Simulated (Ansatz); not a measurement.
V5Ge3 in space group I4/mcm (No. 140; V on 16k, V on 4b, Ge on 8h, Ge on 4a) under volume change, r²SCAN in the plane-wave PAW code Ansatz, shape and atoms relaxed at each volume.

```
V (Å³/atom)  E − E(relaxed) (meV/atom)  P (GPa)
-----------  -------------------------  -------
12.383                            76.9    21.86
12.791                            32.3    13.38
13.199                             7.6     6.16
13.607                             0.0     0.00
14.016                             6.9    -5.25
14.424                            26.1    -9.71
```

Question: What does a third-order Birch–Murnaghan fit give for V₀, B₀ and B′?

Answer: V₀ = 13.61 Å³/atom, B₀ = 189 GPa, B′ = 4.3.

The workflow started from a Materials Project entry (that database holds measured and hypothetical structures alike); the Crystallography Open Database copy checked does not list it. COD files the formula under space group No. 193, so this cell is another polymorph or a model. Its standing as an ambient phase is unchecked. The cell was relaxed with r²SCAN under the symmetry of its start; whether a distortion lowers the energy is not shown. The run is not spin-polarised.

Potentials: the later of the program's two PAW sets.
